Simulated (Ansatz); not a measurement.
AlN (zinc blende) was relaxed and computed twice in Ansatz (plane waves, PAW), once with HSE06 and once with LDA.

```json
[
 {"": "cell", "run 1": "a = b = c = 4.3650 Å, α = β = γ = 90.00°", "run 2": "a = b = c = 4.342 Å, α = β = γ = 90.00°"},
 {"": "gap (eV)", "run 1": "4.56", "run 2": "3.25"},
 {"": "B₀ by P(V) fit (GPa)", "run 1": "212", "run 2": "210"}
]
```

### Question
Which run used which functional?

### Answer
Run 1 is HSE06, run 2 is LDA.

All cells were relaxed under the symmetry of their starts (and spin orders); stability against distortions was not tested throughout.

Potentials: the earlier of the program's two PAW sets. The files were generated under PBE; for other functionals the program regenerates the frozen cores, and for LDA and PBEsol the local potential too.

Ansatz (an electronic-structure program) is a plane-wave DFT program.
